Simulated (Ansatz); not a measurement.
## Ansatz 0.2.0, single run: InBCl4

Input:

```yaml
crystal:
  lattice:
    - [0.0, 4.082275, 4.082275]
    - [4.082275, 0.0, 4.082275]
    - [4.082275, 4.082275, 0.0]
  atoms:
    - { symbol: Cl, position: [0.625, 0.625, 0.625] }
    - { symbol: Cl, position: [0.125, 0.625, 0.625] }
    - { symbol: Cl, position: [0.625, 0.625, 0.125] }
    - { symbol: Cl, position: [0.625, 0.125, 0.625] }
    - { symbol: B, position: [0.0, 0.0, 0.0] }
    - { symbol: In, position: [0.25, 0.25, 0.25] }
  symmetry: { tolerance: 0.0003 }
kpoints:
  mp_grid: { grid: [4, 4, 4], shift: [0, 0, 0] }
magnetization:
  noncollinear: true
  spin_orbit: true
scf:
  occupations: { method: methfessel_paxton, width: 0.055 }
hamiltonian:
  pseudopotentials: { kind: paw_fr }
  xc: pbe
basis:
  ecutwfc: 420
output:
  forces: true
  stress: true
  eigenvalues: true
```

Run with:

```bash
ansatz run input.yaml --threads 1 --pin off --max-ram 2560MiB --backend cpu --events-out ev --progress --plain --runs-dir out
```

Origin of the cell: a known structure type with other elements, at an estimated volume, so it need not be a known compound.

Output (shortened):

```
Pseudopotentials: kind: paw_fr
Pseudopotential: Cl, paw_fr, valence charge 7, recommended cutoff 420 eV (normal), Cl.paw.azcp#standard-fr
Pseudopotential: B, paw_fr, valence charge 3, recommended cutoff 420 eV (normal), B.paw.azcp#standard-fr
Pseudopotential: In, paw_fr, valence charge 13, recommended cutoff 420 eV (normal), In.paw.azcp#standard-fr
Functional definition: PBE
  exchange = pbe_x(kappa = kappa, mu = beta*pi^2/3)
  correlation = pbe_c(beta = beta)
non-collinear run that drives no moment, with spin-orbit: no starting moment large enough to seed its density (crystal.atoms[].spin), no starting occupations that ask for one, no magnetisatio […]
Crystal: 6 atoms, lattice volume = 136.062 Å³
Basis set: ecut = 420 eV, 2685 PW (Γ), exchange–correlation on 80×80×80 points (8 copies of the dense FFT grid, shifted against one another)
Bands: 56, of which v1, the nominal top of the filled ones, is band 44 counted from 1 (43 counted from 0)
Symmetry: 24 space group operations + 24 with time reversal
[… 9 lines left out …]
Initial density: superposition of atomic densities (chi_scale 0.1, normalization cell), built separately for each of the 2 bonded fragments (scf.initial_density.interfragment_charge_transfer: auto; […]
Functional: x = pbe(κ = 0.804, μ = 0.219515), c = pbe(β = 0.066725)
SCF iter   1: F=—  HF=-10070.265914 eV  Δρ=4.17e-2  dr2=4.80e0  dr2_m=0.00e0 (ungated)  |M|=0.00e0 ∫|m|=0.00e0 μB
SCF iter   2: F=—  HF=-10069.334791 eV  S|Δr|=    0.00e0  Δρ=2.91e-2  dr2=2.82e0  dr2_m=0.00e0 (ungated)  |M|=0.00e0 ∫|m|=0.00e0 μB  defer=32
SCF iter   3: F=—  HF=-10068.197909 eV  S|Δr|=    0.00e0  Δρ=7.98e-3  dr2=2.48e-1  dr2_m=0.00e0 (ungated)  |M|=0.00e0 ∫|m|=0.00e0 μB  defer=32
SCF iter   4: F=—  HF=-10068.139456 eV  S|Δr|=    0.00e0  Δρ=4.98e-3  dr2=1.01e-1  dr2_m=0.00e0 (ungated)  |M|=0.00e0 ∫|m|=0.00e0 μB  defer=32
SCF iter   5: F=—  HF=-10068.111640 eV  S|Δr|=    0.00e0  Δρ=1.61e-3  dr2=5.64e-3  dr2_m=0.00e0 (ungated)  |M|=0.00e0 ∫|m|=0.00e0 μB  defer=32
SCF iter   6: F=—  HF=-10068.111947 eV  S|Δr|=    0.00e0  Δρ=3.88e-4  dr2=2.94e-4  dr2_m=0.00e0 (ungated)  |M|=0.00e0 ∫|m|=0.00e0 μB  defer=32
SCF iter   7: F=—  HF=-10068.112079 eV  S|Δr|=    0.00e0  Δρ=1.19e-4  dr2=3.84e-5  dr2_m=0.00e0 (ungated)  |M|=0.00e0 ∫|m|=0.00e0 μB  defer=32
SCF iter   8: F=—  HF=-10068.112212 eV  S|Δr|=    0.00e0  Δρ=3.68e-5  dr2=3.82e-6  dr2_m=0.00e0 (ungated)  |M|=0.00e0 ∫|m|=0.00e0 μB  defer=32
SCF iter   9: F=—  HF=-10068.112212 eV  S|Δr|=    0.00e0  Δρ=8.19e-6  dr2=1.25e-7  dr2_m=0.00e0 (ungated)  |M|=0.00e0 ∫|m|=0.00e0 μB  defer=32
SCF iter  10: F=-10068.112212 eV  HF=-10068.112212 eV  S|Δr|=    0.00e0  Δρ=1.32e-6  dr2=3.46e-9  dr2_m=0.00e0 (ungated)  |M|=0.00e0 ∫|m|=0.00e0 μB
SCF 1 converged in 10 iterations: F = -10068.112212 eV  dr2 = 3.46e-9
SCF converged after 10 iterations
Stability not checked: this state was not tested for a lower state beside it, because cold or Methfessel-Paxton smearing, or corrected tetrahedra, fill the levels in a way that the test cannot read (fill_not_monotonic; […]
Magnetization: |M| = 0.0000 μB,  M = (+0.0000, +0.0000, +0.0000) μB
Absolute magnetization: 0.0000 μB (∫|m|)
  site 0: m = (+0.0000, +0.0000, +0.0000) μB, |m| = 0.0000 μB  (R = 1.19 Å)
  site 1: m = (+0.0000, +0.0000, +0.0000) μB, |m| = 0.0000 μB  (R = 1.19 Å)
  site 2: m = (+0.0000, +0.0000, +0.0000) μB, |m| = 0.0000 μB  (R = 1.19 Å)
  site 3: m = (+0.0000, +0.0000, +0.0000) μB, |m| = 0.0000 μB  (R = 1.19 Å)
  site 4: m = (+0.0000, +0.0000, +0.0000) μB, |m| = 0.0000 μB  (R = 1.40 Å)
  site 5: m = (+0.0000, +0.0000, +0.0000) μB, |m| = 0.0000 μB  (R = 1.40 Å)
Free energy (F): -10068.112212 eV
Harris-Foulkes:  -10068.112212 eV  (|F-HF|=1.89e-9)
Internal energy: -10068.111624 eV  (E = F + TS)
E sigma→0 (E₀):  -10068.112065 eV
Entropy (-TS):   -0.000588 eV (-0.098 meV/atom)
Fermi energy:    4.659867 eV
--- Per-component energies (eV) ---
  E_band       = -124.018683
  E_kinetic    = 907.413749
  E_local      = -2193.106849  (includes V_loc(G=0)·N_el)
  E_nonlocal   = 499.551903
  E_hartree    = 779.203695
  E_xc         = -667.855200
  E_vxc        = -614.111335  (∫ρ·V_xc dr)
  E_paw        = -6865.118442  (= ΣΔE_a)
  E_vpaw       = -282.174568  (= ΣTr[D̂ρ^β])
  E_aug_tail   = 0.000402  (compensation charges beyond the density's cutoff)
  E_ewald      = -2528.200881
  E_smearing   = -0.000588  (= −TS)
  Σ components = -10068.112212   (vs F -10068.112212, Δ=0.00e0)
--- Forces (eV/Å), atoms counted from 1 ---
  atom   1  Cl     0.040920     0.040920     0.040920
  atom   2  Cl     0.040920    -0.040920    -0.040920
  atom   3  Cl    -0.040920    -0.040920     0.040920
  atom   4  Cl    -0.040920     0.040920    -0.040920
  atom   5  B      0.000000    -0.000000     0.000000
  atom   6  In    -0.000000     0.000000     0.000000
  max |Σ_I F_I| component: 5.55e-17 eV/Å
--- Stress (GPa, compression-positive) ---
        3.135057      -0.000000       0.000000
       -0.000000       3.135057      -0.000000
        0.000000      -0.000000       3.135057
  P = ⅓ Tr σ = 3.1351 GPa (31.351 kbar)
```

Caveats: the k mesh is coarse if the cell is a metal.

It ran for 23 s on 1 thread of AMD EPYC 7R43 64-Core Processor (Zen 3), on a shared host, peak memory 0.66 GiB, from the program's own first density.
